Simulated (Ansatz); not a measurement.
Given:

GaP:
```
CELL_PARAMETERS angstrom
      0.00000     2.71944     2.71944
      2.71944     0.00000     2.71944
      2.71944     2.71944     0.00000
ATOMIC_POSITIONS crystal
  Ga 0.00000 0.00000 0.00000
  P  0.75000 0.75000 0.75000
```

This is the PBEsol-relaxed structure.

Question: All from PBEsol in the plane-wave PAW code Ansatz, unless another level is named. Predict the HSE06 gap on the PBEsol cell.

Answer: 2.25 eV.

Question: Predict the band gap.

Answer: 1.45 eV (indirect).

Question: And the hole effective mass, band 3 of 3 at the edge?

Answer: 0.11 along [100], 0.086 along [110], 0.081 along [111] (mₑ).

Question: Give the gap with spin–orbit coupling.

Answer: 1.42 eV.

Question: Predict the conduction-band minimum.

Answer: on the Γ–X line, 86 % of the way from Γ (6 equivalent valleys).

Question: Give the valence-band maximum.

Answer: at Γ.

Space group F-43m (zinc blende). The PBEsol relaxation kept the symmetry of its start. Spin–orbit coupling is left out wherever it is not named.

Potentials: the earlier of the program's two PAW sets. The files were generated under PBE; for other functionals the program regenerates the frozen cores, and for LDA and PBEsol the local potential too.
